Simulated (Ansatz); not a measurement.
Data:

AlSi3C3N:
Space group P3m1 (No. 156); a = 3.1237 Å, b = 3.1237 Å, c = 10.1426 Å, α = 90.00°, β = 90.00°, γ = 120.00°

```json
[
 {"atom": "Al", "site": "1b", "symmetry": "3m.", "x": "0.3333", "y": "0.6667", "z": "0.9860"},
 {"atom": "N", "site": "1b", "symmetry": "3m.", "x": "0.3333", "y": "0.6667", "z": "0.1978"},
 {"atom": "Si", "site": "1c", "symmetry": "3m.", "x": "0.6667", "y": "0.3333", "z": "0.2539"},
 {"atom": "C", "site": "1c", "symmetry": "3m.", "x": "0.6667", "y": "0.3333", "z": "0.4360"},
 {"atom": "Si", "site": "1b", "symmetry": "3m.", "x": "0.3333", "y": "0.6667", "z": "0.5038"},
 {"atom": "C", "site": "1b", "symmetry": "3m.", "x": "0.3333", "y": "0.6667", "z": "0.6867"},
 {"atom": "Si", "site": "1c", "symmetry": "3m.", "x": "0.6667", "y": "0.3333", "z": "0.7551"},
 {"atom": "C", "site": "1c", "symmetry": "3m.", "x": "0.6667", "y": "0.3333", "z": "0.9351"}
]
```

This is the PBE-relaxed structure.

Question: All from PBE in the plane-wave PAW code Ansatz, unless another level is named. Give the electronic character.

Answer: metallic (no gap).

Question: Give the density of states at the Fermi level.

Answer: 0.16 states/eV per atom (mean over ±0.08 eV).

Question: Predict the formation energy from the elements (no fitted shifts).

Answer: -18 kJ/mol of atoms.

The start of the workflow was typed in or built on a structure type; neither database checked (COD, Materials Project) lists it. Its standing as an ambient phase is unchecked. The cell was relaxed with PBE under the symmetry of its start; its stability against distortions is not shown here. The references are the lowest solids computed at this level, not always the standard phases (solids in place of the gases).

Potentials: the earlier of the program's two PAW sets.
